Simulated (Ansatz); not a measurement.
BaTiO3:
```cif
data_BaO3Ti
_chemical_formula_sum 'Ba1 Ti1 O3'
_space_group_name_H-M_alt 'P4mm'
_space_group_IT_number 99
_space_group_name_Hall 'P 4 -2'
_cell_length_a 3.95548
_cell_length_b 3.95548
_cell_length_c 4.04600
_cell_angle_alpha 90.000
_cell_angle_beta 90.000
_cell_angle_gamma 90.000
loop_
_atom_site_label
_atom_site_type_symbol
_atom_site_symmetry_multiplicity
_atom_site_Wyckoff_symbol
_atom_site_fract_x
_atom_site_fract_y
_atom_site_fract_z
_atom_site_occupancy
Ba1 Ba 1 b 0.50000 0.50000 0.58272 1
Ti1 Ti 1 a 0.00000 0.00000 0.09791 1
O1 O 2 c 0.00000 0.50000 0.06335 1
O2 O 1 a 0.00000 0.00000 0.55266 1
```

Relaxed at zero pressure with the program Ansatz at the PBEsol level (PAW).

Task: The volume is raised by 9 % and shape and atoms relax at that volume. What pressure results, and how do the axes share the change?

Result: -6.4 GPa; a 0.1 %, b 0.1 %, c 8.8 %; the energy rises by 28 meV/atom.

Task: Give the new structure.

Result: 
Space group P4mm (No. 99); a = 3.959 Å, b = 3.959 Å, c = 4.403 Å, α = 90.00°, β = 90.00°, γ = 90.00°

| atom | site | symmetry | x | y | z |
|---|---|---|---|---|---|
| Ba | 1b | 4mm | 0.5000 | 0.5000 | 0.6098 |
| Ti | 1a | 4mm | 0.0000 | 0.0000 | 0.1182 |
| O | 2c | 2mm. | 0.0000 | 0.5000 | 0.0545 |
| O | 1a | 4mm | 0.0000 | 0.0000 | 0.5231 |

The phase is kept; no other phase was compared at this pressure.

Symmetry was held in the PBEsol relaxation. The run is not spin-polarised. Scalar-relativistic: spin–orbit coupling is off unless named, which matters more the heavier the elements.

Potentials: the earlier of the program's two PAW sets.
